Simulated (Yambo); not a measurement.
Yambo run on CaHI (space group P4/nmm, No. 129). The wavefunctions are PBEsol (Quantum ESPRESSO, PseudoDojo norm-conserving, 72 Ry, without SOC) ones on a 4×4×1 mesh (18 occupied bands); a = 3.9797 Å, b = 3.9797 Å, c = 8.5908 Å, α = 90.00°, β = 90.00°, γ = 90.00°.

Yambo input:

```
rim_cut
HF_and_locXC
RandQpts= 1000000
RandGvec= 1 Ry
EXXRLvcs= 72 Ry
VXCRLvcs= 288 Ry
% QPkrange
 1 | 1 | 18 | 19 |
 2 | 2 | 18 | 19 |
 3 | 3 | 18 | 19 |
 6 | 6 | 18 | 19 |
%
```

k points by index: 1 = Γ, 2 = (0, 0.25, 0), 3 = X, 6 = M.

The o-*.hf file then holds:

```
#    K-point    Band    Eo [eV]    Ehf [eV]    Vxc [eV]    Vnlxc [eV]
#
    1    18    -0.020124    -2.714010    -11.53207    -14.22595
    1    19    3.822801    9.304132    -11.48295    -6.001617
    2    18    0.000000    -2.620963    -11.54935    -14.17031
    2    19    3.945337    9.341328    -11.15478    -5.758790
    3    18    -0.045345    -2.654571    -11.51270    -14.12193
    3    19    4.117150    9.699184    -11.11252    -5.530486
    6    18    -1.099142    -4.028237    -10.76899    -13.69808
    6    19    3.452613    8.012972    -9.297670    -4.737311
```
Exchange alone, without screening.

Geometry relaxed with PBE+D3(BJ).
